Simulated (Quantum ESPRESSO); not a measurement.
## GaZrTi2O7F (convergence and cost over cutoff and k mesh)

Simulated, not a measurement. The program is pw.x of Quantum ESPRESSO 7.5 (plane-wave density functional theory). The cell is made up: 12 atoms on a rutile lattice, with randomly drawn elements, strain and displacements, not relaxed. PseudoDojo standard norm-conserving files (v0.5 for PBE, v0.4.1 for LDA and PBEsol) set the functional; there is no spin polarisation, spin-orbit coupling or dispersion term, and the masses in the input are unused placeholders.

Input of the run in row 2:

```
&control calculation='scf', pseudo_dir='./dojo.nc.sr.pbe.v0_5.standard.upf', outdir='./o', disk_io='low', tprnfor=.true., tstress=.true. /
&system ibrav=0, nat=12, ntyp=5, nbnd=55, ecutwfc=84.00895049, nosym=.true., tot_charge=0,
 occupations='smearing', smearing='fd', degauss=0.0018374661
/
&electrons conv_thr=7.350e-09, electron_maxstep=60, /
ATOMIC_SPECIES
F 1.0 F.upf
Ga 1.0 Ga.upf
O 1.0 O.upf
Ti 1.0 Ti.upf
Zr 1.0 Zr.upf
CELL_PARAMETERS angstrom
4.7891 -0.0151 0.0126
-0.0151 4.8864 0.0338
0.0165 0.0441 6.419
ATOMIC_POSITIONS angstrom
Ga 0.0936 0.0802 -0.0431
Zr 2.3722 2.453 1.6809
Ti 0.0185 0.0294 3.2161
Ti 2.3791 2.526 4.7507
O 1.4614 1.526 0.0195
O 3.3751 3.3391 0.0195
O 3.7609 1.0757 1.5399
O 0.8656 3.9166 1.6046
F 1.4037 1.5543 3.1928
O 3.3379 3.4324 3.2021
O 3.8116 1.011 4.8814
O 0.8595 3.9375 4.8123
K_POINTS automatic
5 5 4 1 1 1
```

The same cell was run at these settings. Meshes are shifted by half a step, and differences are from the last row, which is itself not exact.

```
cutoff (eV)     k mesh  k points solved  threshold (eV)  free energy less the last row's (eV)  pressure (GPa)  largest stress difference (GPa)  largest force difference (eV/Å)  iterations  wall time (s)  k-point pools                  processor
        800  2 x 2 x 2                4           1e-04                                 2.340          -34.07                            20.74                            0.083          14             17              4  Intel Xeon, 2023 or later
       1143  5 x 5 x 4               50           1e-07                                 0.003          -13.50                             0.03                            0.002          20            226              4  Intel Xeon, 2023 or later
       1467  7 x 7 x 6              147           1e-07                                 0.000          -13.46                             0.00                            0.000          19           1043              4  Intel Xeon, 2023 or later
```

Each pool is one process. Wall times include start-up and a band step at six k points, which weighs most on the coarsest meshes. The runs were on shared virtual cores whose load varied, so times are rough.